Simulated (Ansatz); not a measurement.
All numbers below come from DFT PBE, scalar-relativistic, plane waves, PAW, and for the lanthanide a 4f-in-core norm-conserving potential (Ansatz). Settings: cutoff 770 eV, Γ-centred meshes spaced at most about 0.3 Å⁻¹, and about 0.25 Å⁻¹ or finer for metals (2π included), Gaussian smearing. No spin polarisation in the final relaxations.

All energies are static (0 K, no zero-point motion). All come from trial cells, and lower structures may exist.

Question: Which of these relaxed structures of ErP₅ is the lowest in energy?
A.

```
CELL_PARAMETERS angstrom
4.70326 0.00000 0.00000
-2.35163 4.07314 0.00000
0.00000 0.00000 5.33266
ATOMIC_POSITIONS crystal
Er 0.00000 0.00000 0.50000
P 0.66667 0.33333 0.78992
P 0.00000 0.00000 0.00000
P 0.66667 0.33333 0.21008
P 0.33333 0.66667 0.21008
P 0.33333 0.66667 0.78992
```

B.

```
CELL_PARAMETERS angstrom
4.79749 0.00000 0.00000
-2.39875 4.15475 0.00000
0.00000 0.00000 9.47143
ATOMIC_POSITIONS crystal
Er 0.00000 0.00000 0.50000
P 0.33333 0.66667 0.50000
P 0.66667 0.33333 0.50000
P 0.00000 0.00000 0.79468
P 0.00000 0.00000 0.20532
P 0.00000 0.00000 0.00000
```

C.

```
CELL_PARAMETERS angstrom
0.00000 3.67116 3.67116
3.67116 0.00000 3.67116
3.67116 3.67116 0.00000
ATOMIC_POSITIONS crystal
Er 0.50000 0.50000 0.50000
P 0.65390 0.11537 0.11537
P 0.11537 0.65390 0.11537
P 0.11537 0.11537 0.65390
P 0.11537 0.11537 0.11537
P 0.75000 0.75000 0.75000
```

Answer: A. It has space group P6/mmm (No. 191); the next, C, with space group F-43m (No. 216), lies 35 meV/atom higher. Counting P atoms around Er (those within 1.25 times the shortest such distance or 1.15 times the sum of covalent radii, 1.27 where that leaves under three; a plus sign parts nearer from farther groups), the lowest has Er 2+12 and the next has Er 16. The lowest holds P–P pairs (shortest 2.24 Å); the next holds P–P units of three or more atoms (shortest 2.40 Å).

Cells relaxed within their symmetry can be saddle points. Some candidate types were left out of the draw beforehand, so a known form may be missing.

The lanthanide is trivalent by construction, without f bands, f moments or other valences.
